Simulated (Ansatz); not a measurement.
TiNF:
```yaml
crystal:
  lattice:
    - [-1.90856, 1.90856, 4.88543]
    - [1.90856, -1.90856, 4.88543]
    - [1.90856, 1.90856, -4.88543]
  atoms:
    - { symbol: Ti, position: [0.59934, 0.09934, 0.50000] }
    - { symbol: Ti, position: [0.84934, 0.84934, 0.00000] }
    - { symbol: N, position: [0.66666, 0.66666, 0.00000] }
    - { symbol: N, position: [0.41666, 0.91666, 0.50000] }
    - { symbol: F, position: [0.85900, 0.35900, 0.50000] }
    - { symbol: F, position: [0.10900, 0.10900, 0.00000] }
```

Cartesian axes are those of the cell as given.

### Question
Give the high-frequency dielectric tensor and the Born effective charge tensors of the independent atoms from DFPT, DFT-LDA in the program Ansatz with PAW potentials.

### Answer

ε∞:
```
6.32  0.00  0.00
0.00  6.32  0.00
0.00  0.00  7.53
```
Z* of atom 1 (Ti), rows: field, columns: displacement, in e:
```
5.60  0.00  0.00
0.00  3.96  0.00
0.00  0.00  5.27
```
Z* of atom 3 (N), rows: field, columns: displacement, in e:
```
-4.67   0.00   0.00
 0.00  -0.84   0.00
 0.00   0.00  -4.19
```
Z* of atom 5 (F), rows: field, columns: displacement, in e:
```
-3.02   0.00   0.00
 0.00  -1.02   0.00
 0.00   0.00  -1.08
```

Space group I4_1md. The first step of the workflow began from a Materials Project structure, measured or hypothetical; the Crystallography Open Database copy checked does not list it. Whether it is the stable phase at ambient conditions was not checked. The cell was relaxed with LDA under the symmetry of its start; whether a distortion lowers the energy is not shown. The run is not spin-polarised.

Potentials: the later of the program's two PAW sets.
